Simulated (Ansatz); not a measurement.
Task: Name crystals whose computed values (r²SCAN in the plane-wave PAW code Ansatz) fall in these windows: B₀ by P(V) fit (GPa) 61 to 83; G_Hill (GPa) 39 to 52; HSE06 gap (eV) 1.3 to 1.5.

Result: 

| crystal | B₀ by P(V) fit (GPa) | G_Hill (GPa) | HSE06 gap (eV) |
|---|---|---|---|
| GaAs, P6_3mc (Ga on 2b, As on 2b, Ga on 2a, As on 2a) | 72.2 | 47.5 | 1.37 |
| InGaP2, R3m (In on 3a, Ga on 3a, P on 3a, P on 3a) | 75.1 | 42.8 | 1.49 |
Others may fit too.

Not the usual ambient phase: GaAs, P6_3mc (Ga on 2b, As on 2b, Ga on 2a, As on 2a). Standing as an ambient phase not checked: InGaP2, R3m (In on 3a, Ga on 3a, P on 3a, P on 3a). Perhaps ordered models of mixed-site phases: InGaP2, R3m (In on 3a, Ga on 3a, P on 3a, P on 3a). All cells were relaxed under the symmetry of their starts (and spin orders); stability against distortions was not tested throughout. Spin–orbit coupling is left out wherever it is not named.

Potentials: the later of the program's two PAW sets.
